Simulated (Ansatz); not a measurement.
Question: Name crystals whose computed values (PBE+D3(BJ) in the plane-wave PAW code Ansatz) fall in these windows: electron conductivity mass (mₑ) 0.18 to 0.25; gap (eV) 1.3 to 1.7; B₀ by P(V) fit (GPa) 17 to 21.

Answer: 

```tsv
crystal	electron conductivity mass (mₑ)	gap (eV)	B₀ by P(V) fit (GPa)
AgI, P6_3mc (Ag on 2a, Ag on 2b, I on 2a, I on 2b)	0.21	1.45	18.9
```
Others may fit too.

Not the usual ambient phase: AgI, P6_3mc (Ag on 2a, Ag on 2b, I on 2a, I on 2b). The cell was relaxed under the symmetry of its start. Rows with no word on spin ran without spin polarisation. Spin–orbit coupling is left out wherever it is not named.

Potentials: the later of the program's two PAW sets.
